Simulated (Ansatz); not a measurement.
LaGe in space group Cmcm (No. 63; La on 4c, La on 4c, Ge on 8f), the program Ansatz at the r²SCAN level (PAW), all energies at zero smearing, with the estimated change up to a 700 eV cutoff added, with one set of potentials and settings (totals compare only within such a set). Cell of 8 atoms (4 La, 4 Ge): -42277.879 eV.

| element | reference phase | E (eV/atom) |
|---|---|---|
| La | P6_3/mmc, 4 atoms in the cell | -6264.6784 |
| Ge | Fd-3m, 2 atoms in the cell | -4302.9041 |

Formation energy per atom, worked out: (-42277.879 − 4×(-6264.6784) − 4×(-4302.9041))/8 = -0.944 eV/atom (-91 kJ per mol of atoms), at 0 K, without zero-point energy or fitted corrections.

The workflow started from a Materials Project entry (that database holds measured and hypothetical structures alike); the Crystallography Open Database files this formula in space group No. 63, but the cells were not matched. Its standing as an ambient phase is unchecked. Symmetry was held in the r²SCAN relaxation; its stability against distortions is not shown here. The references are the lowest solids computed at this level, not always the standard phases. Spin–orbit coupling is left out wherever it is not named.

Potentials: the later of the program's two PAW sets.
